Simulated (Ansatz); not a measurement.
GePt:
```cif
data_Ge4Pt4
_chemical_formula_sum 'Pt4 Ge4'
_space_group_name_H-M_alt 'P 1'
_space_group_IT_number 1
_cell_length_a 5.77469
_cell_length_b 3.72010
_cell_length_c 6.11012
_cell_angle_alpha 90.000
_cell_angle_beta 90.000
_cell_angle_gamma 90.000
loop_
_space_group_symop_operation_xyz
  'x, y, z'
loop_
_atom_site_label
_atom_site_type_symbol
_atom_site_fract_x
_atom_site_fract_y
_atom_site_fract_z
_atom_site_occupancy
Pt1 Pt 0.49725 0.25000 0.69324 1
Pt2 Pt 0.99725 0.25000 0.80676 1
Pt3 Pt 0.50275 0.75000 0.30676 1
Pt4 Pt 0.00275 0.75000 0.19324 1
Ge1 Ge 0.68657 0.25000 0.08754 1
Ge2 Ge 0.18657 0.25000 0.41246 1
Ge3 Ge 0.31343 0.75000 0.91246 1
Ge4 Ge 0.81343 0.75000 0.58754 1
```

Relaxed with r²SCAN.

Tabulate the valence density and the electron localisation function along the shortest Pt–Ge contact (2.48 Å), the program Ansatz at the r²SCAN level (PAW).



```
distance from Pt (Å)  density (e/Å³)   ELF
--------------------  --------------  ----
0.25                           10.68  0.67
0.37                            9.07  0.67
0.50                            6.96  0.64
0.62                            4.74  0.58
0.74                            2.85  0.49
0.87                            1.57  0.40
0.99                            0.93  0.34
1.12                            0.66  0.35
1.24                            0.54  0.41
1.37                            0.51  0.46
1.49                            0.54  0.44
1.61                            0.65  0.40
1.74                            0.98  0.34
1.86                            1.88  0.23
1.99                            4.64  0.11
2.11                           12.35  0.03
2.23                           27.85  0.01
```

The density is the valence pseudo-density with augmentation charge, so density and ELF within about 1 Å of a nucleus are not all-electron values.

Space group Pnma. The r²SCAN relaxation kept the symmetry of its start. The run is not spin-polarised. Spin–orbit coupling is left out wherever it is not named.

Potentials: the later of the program's two PAW sets.
